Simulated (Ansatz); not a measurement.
## MoS2 with an S vacancy: field gradients at two levels of theory

Cell: a supercell of MoS2 (space group P6_3/mmc) built from an entry of the Crystallography Open Database (COD), with the ions relaxed around the defect (PBE).

Space group P3m1 (No. 156); a = 9.5070, c = 12.3240 Å, γ = 120.00°.

| site | Wyckoff | site symmetry | x | y | z |
| --- | --- | --- | --- | --- | --- |
| Mo1 | 1a | 3m. | 0.0000 | 0.0000 | 0.2492 |
| Mo2 | 6e | 1 | 0.0000 | 0.3333 | 0.2493 |
| Mo6 | 1b | 3m. | 0.3333 | 0.6667 | 0.2494 |
| Mo8 | 1c | 3m. | 0.6667 | 0.3333 | 0.2497 |
| Mo10 | 3d | .m. | 0.1089 | 0.8911 | 0.7532 |
| Mo12 | 3d | .m. | 0.1110 | 0.5555 | 0.7481 |
| Mo14 | 3d | .m. | 0.4414 | 0.2207 | 0.7511 |
| S19 | 6e | 1 | 0.9994 | 0.3261 | 0.6244 |
| S23 | 1b | 3m. | 0.3333 | 0.6667 | 0.6217 |
| S25 | 1c | 3m. | 0.6667 | 0.3333 | 0.6257 |
| S27 | 3d | .m. | 0.1110 | 0.8890 | 0.1232 |
| S29 | 3d | .m. | 0.1112 | 0.5556 | 0.1233 |
| S31 | 3d | .m. | 0.4446 | 0.2223 | 0.1234 |
| S36 | 1a | 3m. | 0.0000 | 0.0000 | 0.8785 |
| S37 | 6e | 1 | 0.0031 | 0.3345 | 0.8769 |
| S41 | 1b | 3m. | 0.3333 | 0.6667 | 0.8733 |
| S43 | 1c | 3m. | 0.6667 | 0.3333 | 0.8761 |
| S45 | 3d | .m. | 0.1111 | 0.8889 | 0.3758 |
| S47 | 3d | .m. | 0.1111 | 0.5555 | 0.3758 |
| S49 | 3d | .m. | 0.4441 | 0.2221 | 0.3759 |

One atom of each set is listed.

First run. The numbers come from a DFT calculation in Ansatz (PBE, plane waves and PAW, scalar-relativistic, 420 eV cutoff, Γ-centred 3×3×2 k-points, Fermi–Dirac smearing 0.01 eV, cell charge +2).

```json
{"site": "Mo2", "V_zz (10²¹ V/m²)": "-6.82", "η": "0.01"}
{"site": "Mo8", "V_zz (10²¹ V/m²)": "-6.69", "η": "0.00"}
{"site": "Mo10", "V_zz (10²¹ V/m²)": "-10.65", "η": "0.43"}
{"site": "Mo12", "V_zz (10²¹ V/m²)": "-6.05", "η": "0.10"}
{"site": "Mo14", "V_zz (10²¹ V/m²)": "-7.70", "η": "0.03"}
{"site": "S19", "V_zz (10²¹ V/m²)": "-4.04", "η": "0.48"}
{"site": "S25", "V_zz (10²¹ V/m²)": "-5.70", "η": "0.00"}
{"site": "S27", "V_zz (10²¹ V/m²)": "-4.47", "η": "0.00"}
{"site": "S29", "V_zz (10²¹ V/m²)": "-4.57", "η": "0.00"}
{"site": "S31", "V_zz (10²¹ V/m²)": "-4.54", "η": "0.02"}
{"site": "S36", "V_zz (10²¹ V/m²)": "-3.68", "η": "0.00"}
{"site": "S37", "V_zz (10²¹ V/m²)": "-5.20", "η": "0.40"}
{"site": "S41", "V_zz (10²¹ V/m²)": "-4.85", "η": "0.00"}
{"site": "S43", "V_zz (10²¹ V/m²)": "-4.70", "η": "0.00"}
```

Second run. The same atoms and settings, except that the functional is r2SCAN and the cutoff is 500 eV.

(1) Given the first result, estimate the second.

Answers

(1) 

```csv
site,V_zz,η,change of V_zz
Mo2,-6.88,0.01,-0.06
Mo8,-6.77,0.00,-0.08
Mo10,-10.91,0.43,-0.26
Mo12,-6.03,0.10,+0.02
Mo14,-7.73,0.02,-0.03
S19,-4.06,0.44,-0.02
S25,-5.79,0.00,-0.09
S27,-4.57,0.00,-0.10
S29,-4.65,0.00,-0.08
S31,-4.65,0.02,-0.11
S36,-3.82,0.00,-0.14
S37,-5.31,0.40,-0.11
S41,-5.03,0.00,-0.18
S43,-4.81,0.00,-0.11
```

The largest change of V_zz is on Mo10, from -10.65 to -10.91. In per cent, |V_zz| changes by 0 to +2 on Mo, 0 to +4 on S (all sites that start above 2). The table leaves out 6 of the 20 sites, with |V_zz| up to 6.84; their tensors move by 0.06 at most along any direction. The statements above cover all sites.

The run isn't spin-polarised, and a state with spin may lie lower. The defect repeats with the cell of 53 atoms, so it feels its images: sites between two images don't show the values beside a lone defect, and zeros or small values of η there can come from the images' arrangement. Mo and S carry a gradient in the pure host already, so the values there aren't the defect's effect alone. The relaxation keeps the symmetry of the vacancy's site, so distortions that break it, Jahn–Teller ones too, aren't explored. A uniform background compensates the cell's charge. The defect cell has no gap above 0.1 eV on its mesh, so the values can hang on the smearing and the k-mesh. Without spin–orbit coupling (the program notes it for Mo) the gradients can shift somewhat, as the gap is small.
